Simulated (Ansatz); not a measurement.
Relaxed AgCl (rock salt):

```
AgCl
1.0
    0.00000     5.61150     5.61150
    2.80575     0.00000     2.80575
    2.80575     2.80575     0.00000
Cl Ag
2 2
Cartesian
  0.00000   0.00000   0.00000
  0.00000   2.80575   2.80575
  2.80575   2.80575   2.80575
  2.80575   5.61150   5.61150
```

Scan: atom 1 (Cl, nearest neighbour Ag at 2.806 Å; its periodic images, 4.0 Å or more away, move with it) is displaced along Cartesian z, direction (0.000, 0.000, 1.000) in Cartesian axes, by s. The other atoms stay.

Computed with PBE (plane waves to 420 eV, PAW, scalar-relativistic; Ansatz, an electronic-structure program). k mesh 4×8×8 (Γ-centred), Fermi-Dirac smearing 0.05 eV. The energy includes the smearing's −TS. Compression counts positive. AgCl was relaxed with its symmetry unable to fall. ΔE is measured from the undisplaced structure.

| s (Å) | P (GPa) | ΔE (eV/cell) |
|---|---|---|
| -0.280 | [?] | 0.0563 |
| -0.224 | 0.39 | [?] |
| -0.168 | 0.21 | [?] |
| -0.112 | 0.09 | 0.0073 |
| -0.056 | 0.02 | 0.0018 |
| 0.000 | 0.00 | 0.0000 |
| 0.056 | 0.02 | 0.0018 |
| 0.112 | 0.09 | 0.0073 |
| 0.168 | 0.21 | [?] |
| 0.224 | 0.39 | [?] |
| 0.280 | [?] | 0.0563 |

Task: Some entries are withheld; supply them.

Result: 
- -0.280, P (GPa): 0.63
- -0.224, ΔE (eV/cell): 0.0331
- -0.168, ΔE (eV/cell): 0.0174
- 0.168, ΔE (eV/cell): 0.0174
- 0.224, ΔE (eV/cell): 0.0331
- 0.280, P (GPa): 0.63

(A displaced cell: forces are minus the slopes of the energy, force constants its curvatures, and phonons follow from these.)
